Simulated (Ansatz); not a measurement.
Y (bcc (W type), Im-3m) at seven volumes, the program Ansatz at the PBEsol level (PAW), scaled uniformly. One row is withheld.

```json
[
 {"V (Å³/atom)": "28.527", "P (GPa)": "4.46"},
 {"V (Å³/atom)": "29.468", "P (GPa)": "2.78"},
 {"V (Å³/atom)": "30.408", "P (GPa)": "1.31"},
 {"V (Å³/atom)": "31.348", "P (GPa)": "0.00"},
 {"V (Å³/atom)": "32.289", "P (GPa)": "-1.15"},
 {"V (Å³/atom)": "33.229", "P (GPa)": "?"},
 {"V (Å³/atom)": "34.170", "P (GPa)": "-3.07"}
]
```

**Question.** Fit the shown pressures and predict the withheld one.

**Answer.** Third-order Birch–Murnaghan: P = (3/2)B₀(x^(7/2) − x^(5/2))[1 + (3/4)(B′ − 4)(x − 1)] with x = (V₀/V)^(2/3). Least squares on the six rows gives V₀ = 31.350 Å³/atom, B₀ = 40.85 GPa, B′ = 3.13. At V = 33.229, x = 0.9619 and P = -2.17 GPa. The run itself gave -2.17 GPa.

The start of the workflow was typed in or built on a structure type; neither database checked (COD, Materials Project) lists it. It is not the phase usual at ambient conditions (space group No. 194). Symmetry was held in the PBEsol relaxation. At this level the phase is dynamically unstable (imaginary phonons). No spin polarisation was allowed.

Potentials: the later of the program's two PAW sets.
